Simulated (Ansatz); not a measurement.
# Ba4TiN4 — quadrupolar parameters

The cell is a computed structure from the Materials Project (it need not be an observed phase), taken as it stands.

Space group P-1 (No. 2); a = 6.8161, b = 6.9107, c = 9.6890 Å, α = 72.38°, β = 80.35°, γ = 66.14°.

| site | Wyckoff | site symmetry | x | y | z |
| --- | --- | --- | --- | --- | --- |
| Ba1 | 2i | 1 | 0.7788 | 0.5756 | 0.1528 |
| Ba3 | 2i | 1 | 0.7382 | 0.2256 | 0.9642 |
| Ba5 | 2i | 1 | 0.7156 | 0.5032 | 0.5629 |
| Ba7 | 2i | 1 | 0.2168 | 0.9683 | 0.6196 |
| Ti | 2i | 1 | 0.7348 | 0.8399 | 0.7552 |
| N11 | 2i | 1 | 0.9562 | 0.6914 | 0.6224 |
| N13 | 2i | 1 | 0.9086 | 0.8136 | 0.9108 |
| N15 | 2i | 1 | 0.5484 | 0.6706 | 0.8170 |
| N17 | 2i | 1 | 0.4307 | 0.8600 | 0.3596 |

One atom of each set is listed.

Computed with Ansatz: DFT, PBE, plane waves and PAW, scalar-relativistic, 420 eV cutoff, Γ-centred 5×5×3 k-points, Fermi–Dirac smearing 0.02 eV.

C_Q = eQV_zz/h, which is 24.18 MHz for Q = 1 b and V_zz = 10²¹ V/m²; η = (V_xx − V_yy)/V_zz.

¹³⁷Ba: I = 3/2, Q = 236.0 mb; 49Ti: I = 7/2, Q = 247.0 mb; 14N: I = 1, Q = 20.44 mb. Q values from Pyykkö, Mol. Phys. 116, 1328 (2018).

```
site  atoms                                   first shell  V_xx, V_yy, V_zz (10²¹ V/m²)     η  C_Q (MHz)
 Ba1      2        3 N at 2.67–2.84 Å; also 2 N at 3.24 Å           -4.49, -9.89, 14.38  0.38       82.1
 Ba3      2                            4 N at 2.69–2.81 Å           7.72, 11.38, -19.10  0.19       -109
 Ba5      2                            5 N at 2.68–2.91 Å          -3.66, -13.69, 17.35  0.58       99.0
 Ba7      2  6 N at 2.79–3.39 Å; also 3 Ba at 3.71–3.73 Å          -4.45, -14.03, 18.48  0.52        105
  Ti      2                            4 N at 1.97–1.99 Å             0.11, 2.57, -2.68  0.92      -16.0
 N11      2      1 Ti at 1.97 Å; also 5 Ba at 2.68–3.09 Å           -0.035, -1.62, 1.65  0.96      0.817
 N13      2      1 Ti at 1.99 Å; also 4 Ba at 2.67–2.84 Å            0.064, 1.76, -1.82  0.93     -0.901
 N15      2      1 Ti at 1.97 Å; also 5 Ba at 2.69–3.24 Å             0.27, 1.31, -1.58  0.66     -0.779
 N17      2      1 Ti at 1.99 Å; also 5 Ba at 2.84–3.24 Å             1.11, 1.63, -2.74  0.19      -1.35
```

At N17 V_zz points along its bond to Ti (within 7°).

Without spin–orbit coupling (the program notes it for Ba) the gradients can shift somewhat, as the gap is small. Where η is near 1 the sign of V_zz means little.

The run took 4.5 min of wall time (4.2 min of CPU time) and 1.4 GiB at its peak, on 2 threads of Intel Xeon Processor @ 2.50GHz (Skylake/Cascade Lake) (x86_64; 62 cores open to the job, memory cap 5.0 GiB, no GPU), a shared host with a load of 0.9 a core.
